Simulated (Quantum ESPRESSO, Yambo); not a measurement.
**NaF: DFT and GW levels**

Space group Fm-3m (No. 225); a = 4.6273 Å, b = 4.6273 Å, c = 4.6273 Å, α = 90.00°, β = 90.00°, γ = 90.00°

```json
[
 {"atom": "F", "site": "4b", "symmetry": "m-3m", "x": "0.5000", "y": "0.5000", "z": "0.5000"},
 {"atom": "Na", "site": "4a", "symmetry": "m-3m", "x": "0.0000", "y": "0.0000", "z": "0.0000"}
]
```
(The calculation used a cell of 2 atoms; values per cell refer to that cell.)

Cell and atoms were relaxed with PBEsol from Materials Project entry mp-682, within its symmetry.

Starting point: PBEsol (pw.x of Quantum ESPRESSO, ONCV potentials, without SOC). G0W0 in Yambo: 6×6×6 Γ-centred k mesh, bands 2 to 93 and a 14 Ry block in the screening, 93 bands in G with the Bruneval-Gonze terminator, plasmon pole fitted at 27.2 eV.

The PBEsol gap along the band path comes out as 6.22 eV and the PBEsol gap between the mesh's edge points (Γ → Γ) comes out as 6.22 eV. The G0W0 gap between the same points is 10.75 eV.

```
k point  band  E PBEsol (eV)  E QP (eV)  shift (eV)     Z
-------  ----  -------------  ---------  ----------  ----
Γ          VB           0.00      -3.02       -3.02  0.82
Γ          CB           6.22       7.73        1.51  0.90
L          VB          -0.26      -3.34       -3.08  0.82
L          CB          10.67      12.44        1.78  0.90
```

Energies count from the PBEsol valence-band maximum.

Nearest settings tried, and what they do to the gap: 33 bands in G: +72 meV. Not varied: bands in W, block, mesh. So the settings aren't converged at that level.
